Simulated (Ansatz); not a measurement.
Ansatz input

```yaml
crystal:
  lattice:
    - [4.2817232103, 0.0, 0.0]
    - [-2.1408616051, 3.7080810721, 0.0]
    - [0.0, 0.0, 7.005238607]
  atoms:
    - { symbol: Ba, position: [0.3333333333, 0.6666666667, 0.25] }
    - { symbol: Ba, position: [0.6666666667, 0.3333333333, 0.75] }
hamiltonian:
  xc: pbesol
  pseudopotentials:
    kind: paw
    azcp:
      Ba: "pseudopotentials/Ba.paw.azcp"
basis:
  ecutwfc: 420
  fft_grid_basis: typed
kpoints:
  mp_grid: { grid: [10, 10, 5], shift: [0, 0, 0] }
magnetization:
  spin_polarized: false
scf:
  occupations: { method: fermi_dirac, width: 0.1 }
  lower_state_search: "off"
output:
  stress: true
```

and its output:

```
Warning: the record states the generating functional pbe (its physics header spells it `PBE`), which answers neither for hamiltonian.xc's functional nor for the pbesol family's — results may be inconsistent (PPs are generated against a specific XC)
Engine: ansatz 0.2.0, x86_64-unknown-linux-gnu
Pseudopotentials: kind: paw
Pseudopotential: Ba, paw, valence charge 10, recommended cutoff 420 eV (normal) 
Functional definition: PBEsol
  exchange = pbesol_x
  correlation = pbesol_c
Crystal: 2 atoms, lattice volume = 111.222 Å³
Basis set: ecut = 420 eV, 2177 PW (Γ)
Bands: 14, of which v1, the nominal top of the filled ones, is band 10 counted from 1 (9 counted from 0)
Symmetry: 24 space group operations
Space group: P63/mmc (ITA 194), of the structure as read, at distance tolerance 4.8e-5 Å
k-points: 42 of 500
Non-local potential: Ba, projectors of the file, l = 0: 3, l = 1: 2, l = 2: 2, l = 3: 2
PAW form: soft (Blöchl's): semilocal exchange-correlation on the pseudo side does not see the compensation charge
PAW frozen core: Ba, regenerated for the run's functional, and the local potential with it (the file was generated under x = pbe(κ = 0.804, μ = 0.2195149727645171), c = pbe(β = 0.06672455060314922))
PAW one-centre angular grid: Ba, 194 points (default); XC on 64 Gauss nodes
Initial density: superposition of atomic densities (neutral atoms: chi_scale 0, normalization atom), corrected by the library's trained network
Initial wavefunctions: pseudopotential atomic-orbital guess
Functional: x = pbesol(κ = 0.804, μ = 0.12345679012345678), c = pbesol(β = 0.046)
SCF iter   1: F=—  HF=-11725.241667 eV  |F-HF|=—  |Δ(HF+E_count)|=         —  Δρ=1.92e-3  dr2=5.66e-3  ethr=1.77e-3  ⟨swp⟩=6.5  Hψ=3845  notcnv=0
SCF iter   2: F=—  HF=-11725.241460 eV  |F-HF|=—  |Δ(HF+E_count)|=   2.06e-4  Δρ=1.22e-3  dr2=2.79e-3  ethr=2.83e-5  ⟨swp⟩=2.3  Hψ=1217  notcnv=0
SCF iter   3: F=—  HF=-11725.241092 eV  |F-HF|=—  |Δ(HF+E_count)|=   3.68e-4  Δρ=1.85e-4  dr2=6.45e-5  ethr=1.40e-5  ⟨swp⟩=1.7  Hψ=631  notcnv=0
SCF iter   4: F=—  HF=-11725.241096 eV  |F-HF|=—  |Δ(HF+E_count)|=   3.99e-6  Δρ=7.65e-5  dr2=4.10e-6  ethr=3.23e-7  ⟨swp⟩=2.6  Hψ=1005  notcnv=0
SCF iter   5: F=—  HF=-11725.241100 eV  |F-HF|=—  |Δ(HF+E_count)|=   3.13e-6  Δρ=1.19e-5  dr2=1.97e-7  ethr=2.05e-8  ⟨swp⟩=2.2  Hψ=762  notcnv=0
SCF iter   6: F=-11725.241100 eV  HF=-11725.241100 eV  |F-HF|=3.99e-9  |Δ(HF+E_count)|=   7.08e-8  Δρ=2.18e-6  dr2=3.86e-9  ethr=5.00e-10  ⟨swp⟩=4.4  Hψ=2108  notcnv=0
SCF 1 converged in 6 iterations: F = -11725.241100 eV  dr2 = 3.86e-9
SCF converged after 6 iterations
Free energy (F): -11725.241100 eV
Harris-Foulkes:  -11725.241100 eV  (|F-HF|=3.99e-9)
Internal energy: -11725.138088 eV  (E = F + TS)
E sigma→0 (E₀):  -11725.189594 eV
Entropy (-TS):   -0.103011 eV (-51.506 meV/atom)
Fermi energy:    6.722529 eV
--- Per-component energies (eV) ---
  E_band       = -148.113324
  E_kinetic    = 334.695318
  E_local      = -693.169007  (includes V_loc(G=0)·N_el)
  E_nonlocal   = 117.302626
  E_hartree    = 217.447929
  E_xc         = -331.038989
  E_vxc        = -267.782455  (∫ρ·V_xc dr)
  E_paw        = -10281.111402  (= ΣΔE_a)
  E_vpaw       = -74.055432  (= ΣTr[D̂ρ^β])
  E_aug_tail   = -0.000004  (compensation charges beyond the density's cutoff)
  E_ewald      = -1089.567427
  E_core_change = 0.302866  (= ΣΔE_core)
  E_smearing   = -0.103011  (= −TS)
  E_closure    = 0.000000  (closes the sum)
  Σ components = -11725.241100   (vs F -11725.241100, Δ=0.00e0)
--- Stress (GPa, compression-positive) ---
        0.436959       0.000000       0.000000
        0.000000       0.436959       0.000000
        0.000000       0.000000       0.311010
  P = ⅓ Tr σ = 0.3950 GPa (3.950 kbar)
```

Command:

```sh
ansatz run input.yaml --threads 2 --pin off --max-ram 5120MiB --backend cpu --events-out ev --progress --plain --runs-dir out
```

On 2 threads of Intel(R) Xeon(R) 6975P-C (Granite Rapids) (shared host) this took about 1 s of wall time and 1.8 s of CPU time.
